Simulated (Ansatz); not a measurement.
**ScPd squeezed and stretched**

A database entry relaxed whole under r2SCAN (Pm-3m):

```
Sc Pd
1.0
     3.29800    0.00000    0.00000
     0.00000    3.29800    0.00000
     0.00000    0.00000    3.29800
Sc Pd
1 1
Direct
  0.50000 0.50000 0.50000
  0.00000 0.00000 0.00000
```

The cell was scaled uniformly, its shape held, and the atoms relaxed at each volume with plane-wave PAW DFT (Ansatz 0.2.0; r2SCAN, 500 eV, 10×10×10 Γ-centred mesh, fermi-dirac occupations of width 0.100 eV; no spin, no spin-orbit coupling). One row is withheld.

| volume (Å³/atom) | energy over the lowest (meV/atom) | pressure (GPa) |
| --- | --- | --- |
| 16.860 | 27.0 | 8.45 |
| 17.218 | 11.6 | 5.33 |
| 17.577 | ? | ? |
| 17.936 | 0.0 | 0.00 |
| 18.295 | 2.6 | -2.26 |
| 18.653 | 10.0 | -4.30 |
| 19.012 | 21.7 | -6.12 |

Task: Fit the pressures of the other rows to the third-order Birch-Murnaghan form.

Result: With f = [(V₀/V)^(2/3) − 1]/2 and P = 3B₀f(1 + 2f)^(5/2)[1 + 3(B₀′ − 4)f/2], least squares gives V₀ = 17.94 Å³ an atom, B₀ = 119 GPa and B₀′ = 4.4; the rows miss the fit by less than 0.01 GPa. The slope of the energies differs from these pressures by less than 0.05 GPa.

Task: What does the withheld row hold?

Result: The fit gives 2.52 GPa at 17.577 Å³; the run gave 2.53 GPa and 2.8 meV an atom.

Caveats: the shape of the cell was held; 0 K, fixed nuclei; the symmetry was kept, and this need not be the phase that is stable at 0 K; one mesh for all volumes; pressure is positive in compression.
